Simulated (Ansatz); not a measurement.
CdF2:
```
CdF2
1.0
    0.00000     2.69576     2.69576
    2.69576     0.00000     2.69576
    2.69576     2.69576     0.00000
Cd F
1 2
Direct
  0.00000   0.00000   0.00000
  0.25000   0.25000   0.25000
  0.75000   0.75000   0.75000
```

Relaxed with r²SCAN.

Give the Bader charges and basin volumes of the independent atoms, plane-wave PAW r²SCAN (Ansatz code).



| atom | Bader charge (e) | Bader volume (Å³) |
|---|---|---|
| Cd1 | +1.53 | 13.7 |
| F2 | -0.77 | 12.8 |

Space group Fm-3m (fluorite). Symmetry was held in the r²SCAN relaxation.

Potentials: the earlier of the program's two PAW sets. The files were generated under PBE; for other functionals the program regenerates the frozen cores, and for LDA and PBEsol the local potential too.
